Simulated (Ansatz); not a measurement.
Input:

VN:
```
CELL_PARAMETERS angstrom
      3.90183     0.00000     0.00000
      0.00000     3.90183     0.00000
      0.00000     0.00000     3.90183
ATOMIC_POSITIONS crystal
  V  0.00000 0.50000 0.50000
  V  0.50000 0.00000 0.50000
  V  0.50000 0.50000 0.00000
  N  0.50000 0.00000 0.00000
  N  0.00000 0.50000 0.00000
  N  0.00000 0.00000 0.50000
```
The run is spin-polarised; directions of the spins, atom by atom: 0 0 0 0 0 0.

This is the PBEsol-relaxed structure.

Task: All from PBEsol (plane waves, PAW; program Ansatz), unless another level is named. Estimate the Hill bulk and shear moduli.

Result: 289 and 93.9 GPa.

Task: And the elastic constants (relaxed ions, GPa)?

Result: C11 = 488, C12 = 190, C44 = 68.3.

Space group Pm-3m. The start of the workflow was typed in or built on a structure type; neither database checked (COD, Materials Project) lists it. It is not the phase usual at ambient conditions (space group No. 225). The PBEsol relaxation kept the symmetry of its start; whether a distortion lowers the energy is not shown. Spin order of the final state: ferromagnetic, the only order run, not a proven ground state. No Hubbard U is applied. As this level gives no gap, shear constants depend on the k-mesh and smearing (Fermi–Dirac, 0.1 eV here).

Potentials: the earlier of the program's two PAW sets. The files were generated under PBE; for other functionals the program regenerates the frozen cores, and for LDA and PBEsol the local potential too.
